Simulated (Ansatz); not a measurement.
CdTe:
```
CELL_PARAMETERS angstrom
      4.56995     0.00000     0.00000
     -2.28497     3.95769     0.00000
      0.00000     0.00000    10.42060
ATOMIC_POSITIONS crystal
  Cd 0.00000 0.49949 0.66667
  Cd 0.50051 0.50051 0.00000
  Cd 0.49949 0.00000 0.33333
  Te 0.00000 0.49979 0.16667
  Te 0.50021 0.50021 0.50000
  Te 0.49979 0.00000 0.83333
```

Relaxed with HSE06.

Task: Give the Bader charges and basin volumes of the independent atoms, HSE06 (plane waves, PAW; program Ansatz).

Result: 

```tsv
atom	Bader charge (e)	Bader volume (Å³)
Cd1	+0.65	22.9
Te4	-0.65	39.9
```

Space group P6_422. The workflow started from a Materials Project entry (that database holds measured and hypothetical structures alike); the Crystallography Open Database copy checked does not list it. It is not the phase usual at ambient conditions (space group No. 216). Symmetry was held in the HSE06 relaxation; whether a distortion lowers the energy is not shown. Scalar-relativistic: spin–orbit coupling is off unless named, which matters more the heavier the elements.

Potentials: the earlier of the program's two PAW sets. The files were generated under PBE; for other functionals the program regenerates the frozen cores, and for LDA and PBEsol the local potential too.
